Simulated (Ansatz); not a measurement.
**Bands of BaAg2As2**

```yaml
crystal:
  lattice:
    - [-2.30125, 2.30125, 5.43360]
    - [2.30125, -2.30125, 5.43360]
    - [2.30125, 2.30125, -5.43360]
  atoms:
    - { symbol: Ba, position: [0.00000, 0.00000, 0.00000] }
    - { symbol: Ag, position: [0.75000, 0.25000, 0.50000] }
    - { symbol: Ag, position: [0.25000, 0.75000, 0.50000] }
    - { symbol: As, position: [0.38420, 0.38420, 0.00000] }
    - { symbol: As, position: [0.61580, 0.61580, 0.00000] }
```

Atom numbers follow the list: Ba1, Ag2, Ag3, As4, As5.

The cell is a measured one (Crystallography Open Database entry 1562922); the temperature and pressure of the measurement aren't taken into account, and nothing was relaxed.

Spin–orbit coupling is left out, though it moves levels of the heavy atoms by tenths of an eV or more.

Computed with DFT, PBE, all-electron LAPW, scalar-relativistic in Ansatz 0.2.0.

The runs use a Γ-centred 8×8×11 k mesh, Fermi–Dirac smearing of 0.05 eV, basis error target 1 meV/atom, no spin polarisation; this mesh doesn't keep the crystal's whole symmetry, which leaves small spurious terms.

Points in fractions of the reciprocal vectors of this cell: Γ (0, 0, 0), X (0, 0, 0.5), P (0.25, 0.25, 0.25), N (0, 0.5, 0), M (0.5, 0.5, -0.5), S (0.295, 0.705, -0.295), S0 (-0.295, 0.295, 0.295). The path joins them by straight lines in the order Γ–X–P–N–Γ–M–S–S0–Γ; legs that retrace an earlier one aren't tabulated. Energies are in eV from the Fermi level.

(1) List the levels at S between -5 and 5 eV.

(2) List the levels at S0 between -5 and 5 eV.

(3) List the levels at N between -5 and 5 eV.

(4) What is the band gap?

Answers

(1) -4.89, -4.80, -4.76, -4.71, -2.39, -2.20, -2.19, 0.12, 1.01, 1.44, 1.81, 1.95, 2.98, 3.50, 3.65.

(2) -4.89, -4.80, -4.76, -4.71, -2.39, -2.20, -2.19, 0.12, 1.01, 1.44, 1.81, 1.95, 2.98, 3.50, 3.65.

(3) -4.95, -4.90 (×2), -4.87, -4.85, -4.38, -3.77, -2.14, -1.17, -0.15, -0.14, 1.44, 2.38, 2.55, 3.71, 4.18.

(4) none: bands cross the Fermi level, a metal.
